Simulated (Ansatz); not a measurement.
Structure: CdS (4H polytype), at its r2SCAN minimum. Space group P6_3mc (No. 186), hexagonal; conventional cell a = 4.161 Å, c = 13.554 Å, 25.40 Å³ an atom. Cd is surrounded by 4 S at 2.54–2.55 Å; Cd is surrounded by 4 S at 2.55 Å; S is surrounded by 4 Cd at 2.55 Å; S is surrounded by 4 Cd at 2.54–2.55 Å.

```xyz
8
Lattice="4.1606 0.0000 0.0000 -2.0803 3.6032 0.0000 0.0000 0.0000 13.5542" Properties=species:S:1:pos:R:3 pbc="T T T"
Cd    0.0000    0.0000   -0.0047
Cd    0.0000    2.4021    3.3871
Cd    0.0000    0.0000    6.7724
Cd    2.0803    1.2011   10.1642
S     0.0000    0.0000    2.5434
S     0.0000    2.4021    5.9342
S     0.0000    0.0000    9.3205
S     2.0803    1.2011   12.7113
```

4 runs of the PAW code Ansatz on this cell differ in the functional (and in the settings that go with it). Levels are in eV from each run's valence top; v1 is the last filled band, c1 the first empty one.

Run A, mean stress +1.4 GPa (compression positive):

| point | v2 | v1 | c1 | c2 |
| --- | --- | --- | --- | --- |
| Γ | 0.00 | 0.00 | 1.13 | 2.69 |
| M | -0.87 | -0.72 | 3.11 | 3.37 |
| K | -1.38 | -1.08 | 4.36 | 4.70 |
| A | -0.11 | -0.11 | 1.99 | 1.99 |

Run B, mean stress +0.1 GPa (compression positive):

| point | v2 | v1 | c1 | c2 |
| --- | --- | --- | --- | --- |
| Γ | 0.00 | 0.00 | 2.79 | 4.44 |
| M | -0.95 | -0.79 | 4.86 | 5.06 |
| K | -1.51 | -1.18 | 6.21 | 6.60 |
| A | -0.13 | -0.13 | 3.62 | 3.62 |

Run C, mean stress +0.2 GPa (compression positive):

| point | v2 | v1 | c1 | c2 |
| --- | --- | --- | --- | --- |
| Γ | 0.00 | 0.00 | 2.15 | 3.75 |
| M | -0.93 | -0.77 | 4.17 | 4.37 |
| K | -1.47 | -1.16 | 5.50 | 5.88 |
| A | -0.12 | -0.12 | 2.96 | 2.96 |

Run D, mean stress 0.0 GPa (compression positive):

| point | v2 | v1 | c1 | c2 |
| --- | --- | --- | --- | --- |
| Γ | 0.00 | 0.00 | 1.59 | 3.14 |
| M | -0.89 | -0.73 | 3.55 | 3.75 |
| K | -1.40 | -1.10 | 4.84 | 5.18 |
| A | -0.12 | -0.12 | 2.40 | 2.40 |

Q: Match the runs to PBE, r2SCAN, HSE06, PBE0.

A: A is PBE, B is PBE0, C is HSE06, D is r2SCAN. In order of the gap: PBE 1.13, r2SCAN 1.59, HSE06 2.15, PBE0 2.79 eV.

The calculation is spin-unpolarised, and the structure need not be a phase that has been made.

Spin-orbit coupling is left out.

The program warns that its thresholds are loose for a hybrid's stress.

The meshes of the hybrids are coarse, so their gaps aren't converged to the digits shown.
